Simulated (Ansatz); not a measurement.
The following input was run with Ansatz 0.2.0.

```yaml
crystal:
  lattice:
    - [4.0010671015, 0.0, 0.0]
    - [0.0, 4.0010671015, 0.0]
    - [0.0, 0.0, 4.0010671015]
  atoms:
    - { symbol: "Y", position: [0.0, 0.0, 0.0] }
    - { symbol: B, position: [0.5, 0.5, 0.5] }
    - { symbol: Rh, position: [0.0, 0.5, 0.5] }
    - { symbol: Rh, position: [0.5, 0.0, 0.5] }
    - { symbol: Rh, position: [0.5, 0.5, 0.0] }
basis:
  ecutwfc: 500
kpoints:
  mp_grid: { grid: [8, 8, 8] }
hamiltonian:
  xc: r2scan
scf:
  occupations: { method: gaussian, width: 0.1 }
output:
  forces: true
  stress: true
  eigenvalues: true
```

Run as
```bash
ansatz run input.yaml --threads 1 --pin off --max-ram 2560MiB --backend cpu --events-out ev --progress --plain --runs-dir out
```

Theory: DFT r2SCAN, scalar-relativistic, plane waves, PAW (Ansatz).

Part of what the program printed, abridged:

```
Pseudopotentials: kind: paw
Pseudopotential: Y, paw, valence charge 11, recommended cutoff 500 eV (meta_gga)
Pseudopotential: B, paw, valence charge 3, recommended cutoff 500 eV (meta_gga)
Pseudopotential: Rh, paw, valence charge 17, recommended cutoff 500 eV (meta_gga)
Functional definition: r2SCAN
Crystal: 5 atoms, lattice volume = 64.051 Å³
Basis set: ecut = 500 eV, 1647 PW (Γ), exchange–correlation on 120×120×120 points (64 copies of the dense FFT grid, shifted against one another)
Bands: 39, of which v1, the nominal top of the filled ones, is band 33 counted from 1 (32 counted from 0)
Symmetry: 48 space group operations
Space group: Pm-3m (ITA 221), of the structure as read, at distance tolerance 4.0e-5 Å
k-points: 35 of 512
Initial density: superposition of atomic densities (neutral atoms: chi_scale 0, normalization atom), corrected by the library's trained network
Initial wavefunctions: pseudopotential atomic-orbital guess
Functional: x = r2scan, c = r2scan; τ floored in thin density (d = 2e-4 eV/Å³)
SCF iter   1: F=—  HF=-23265.347798 eV  |F-HF|=—  |Δ(HF+E_count)|=         —  Δρ=1.18e-2  dr2=1.05e-1  dr2_τ=1.99e-1  ethr=1.77e-3  ⟨swp⟩=5.6  Hψ=5092  notcnv=0
SCF iter   2: F=—  HF=-23265.458686 eV  |F-HF|=—  |Δ(HF+E_count)|=   1.11e-1  Δρ=6.86e-3  dr2=3.36e-2  dr2_τ=2.24e-3  ethr=1.61e-4  ⟨swp⟩=2.0  Hψ=2404  notcnv=0  defer=45
SCF iter   3: F=—  HF=-23265.453106 eV  |F-HF|=—  |Δ(HF+E_count)|=   5.58e-3  Δρ=1.78e-3  dr2=1.93e-3  dr2_τ=3.30e-4  ethr=5.16e-5  ⟨swp⟩=2.0  Hψ=1746  notcnv=0  defer=45
SCF iter   4: F=—  HF=-23265.453191 eV  |F-HF|=—  |Δ(HF+E_count)|=   8.49e-5  Δρ=7.34e-4  dr2=6.93e-4  dr2_τ=2.08e-5  ethr=2.97e-6  ⟨swp⟩=2.4  Hψ=2233  notcnv=0  defer=45
SCF iter   5: F=—  HF=-23265.453095 eV  |F-HF|=—  |Δ(HF+E_count)|=   9.58e-5  Δρ=2.03e-4  dr2=2.21e-5  dr2_τ=2.03e-6  ethr=1.07e-6  ⟨swp⟩=2.0  Hψ=1723  notcnv=0  defer=45
SCF iter   6: F=—  HF=-23265.453097 eV  |F-HF|=—  |Δ(HF+E_count)|=   2.57e-6  Δρ=4.35e-5  dr2=1.62e-6  dr2_τ=8.79e-8  ethr=3.40e-8  ⟨swp⟩=2.0  Hψ=1976  notcnv=0  defer=45
SCF iter   7: F=-23265.453098 eV  HF=-23265.453098 eV  |F-HF|=2.40e-8  |Δ(HF+E_count)|=   2.66e-7  Δρ=8.71e-6  dr2=3.06e-8  dr2_τ=1.98e-9  ethr=1.54e-10  ⟨swp⟩=7.7  Hψ=6563  notcnv=0
SCF 1 converged in 7 iterations: F = -23265.453098 eV  dr2 = 3.06e-8
SCF converged after 7 iterations
Free energy (F): -23265.453098 eV
Harris-Foulkes:  -23265.453098 eV  (|F-HF|=2.40e-8)
Internal energy: -23265.436530 eV  (E = F + TS)
E sigma→0 (E₀):  -23265.444814 eV
Entropy (-TS):   -0.016568 eV (-3.314 meV/atom)
Fermi energy:    20.459760 eV
--- Per-component energies (eV) ---
  E_band       = -356.733381
  E_kinetic    = 2101.362737
  E_local      = -5768.014663  (includes V_loc(G=0)·N_el)
  E_nonlocal   = 1131.058301
  E_hartree    = 2101.903827
  E_xc         = -860.364990
  E_vxc        = -1222.409141  (∫ρ·V_xc dr)
  E_paw        = -13737.949945  (= ΣΔE_a)
  E_vpaw       = -881.961584  (= ΣTr[D̂ρ^β])
  E_aug_tail   = 0.001865  (compensation charges beyond the density's cutoff)
  E_vtau       = 79.415192  (kinetic-family band-sum trace: ∫τ·v_τ [+ j·A + Jᵃ·Aᵃ] dr)
  E_ewald      = -8232.151387
  E_core_change = -1.282274  (= ΣΔE_core)
  E_smearing   = -0.016568  (= −TS)
--- Forces (eV/Å), atoms counted from 1 ---
  atom   1  Y      0.00000000     0.00000000     0.00000000
  atom   2  B      0.00000000     0.00000000     0.00000000
  atom   3  Rh     0.00000000     0.00000000     0.00000000
  atom   4  Rh     0.00000000     0.00000000     0.00000000
  atom   5  Rh     0.00000000     0.00000000     0.00000000
--- Stress (GPa, compression-positive) ---
       33.481264       0.000000       0.000000
        0.000000      33.481264       0.000000
        0.000000       0.000000      33.481264
  P = ⅓ Tr σ = 33.4813 GPa (334.813 kbar)
--- Band table (eV; the first three rows and the last of 35) ---
  k-point 0: bands = ["-60.2822", "-60.2111", "-60.2111", "-27.8007", "-27.8007", "-27.8007", "-27.2022", "-27.2022", "-27.2022", "-27.2018", "-27.2018", "-27.2018", "-22.4043", "-1.8525", "-1.8525", "-1.8525", "8.7534", "14.4105", "14.9628", "14.9628", "14.9628", "15.0693", "15.0693", "18.1085", "18.1085", "18.1085", "18.8235", "18.8235", "19.6255", "19.6255", "19.6255", "20.7548", "20.8599", "20.8599", "20.8599", "24.9199", "24.9199", "27.4758", "27.4758"]
  k-point 1: bands = ["-60.2798", "-60.2135", "-60.2111", "-27.7968", "-27.7968", "-27.7932", "-27.2116", "-27.2061", "-27.2061", "-27.2028", "-27.2019", "-27.2019", "-22.4003", "-1.8840", "-1.8571", "-1.8571", "8.9006", "14.5906", "15.0295", "15.0521", "15.0521", "15.2033", "15.2226", "17.7771", "18.0008", "18.1490", "18.1490", "18.8313", "19.0938", "19.0938", "19.9870", "20.6078", "20.8603", "21.4256", "21.4256", "24.8190", "25.1298", "26.6541", "26.6541"]
  k-point 2: bands = ["-60.2731", "-60.2202", "-60.2111", "-27.7873", "-27.7873", "-27.7742", "-27.2364", "-27.2161", "-27.2161", "-27.2044", "-27.2016", "-27.2016", "-22.3907", "-1.9591", "-1.8683", "-1.8683", "9.3059", "15.0664", "15.2119", "15.3079", "15.3079", "15.5546", "15.6495", "16.2843", "17.7211", "17.9529", "17.9529", "18.6414", "18.6414", "18.8379", "19.7430", "20.1929", "20.8613", "22.2029", "22.2029", "24.5653", "25.4783", "25.5056", "25.5056"]
  k-point 34: bands = ["-60.2348", "-60.2348", "-60.2348", "-28.0663", "-27.5778", "-27.5778", "-27.3799", "-27.3799", "-27.3799", "-27.0879", "-27.0879", "-27.0879", "-22.3871", "-1.9475", "-1.9475", "-1.9475", "12.6250", "12.6250", "12.6250", "14.0028", "15.7717", "16.7786", "16.7786", "16.7786", "17.3543", "17.3543", "17.3543", "18.7338", "18.7338", "20.6000", "20.6000", "20.6000", "22.3172", "22.3172", "22.3172", "23.2422", "23.2422", "23.2422", "26.9475"]
```

The run converged.

The run took 13 s on 1 thread of Arm Neoverse V1, with other jobs on the host, peak memory 0.5 GiB.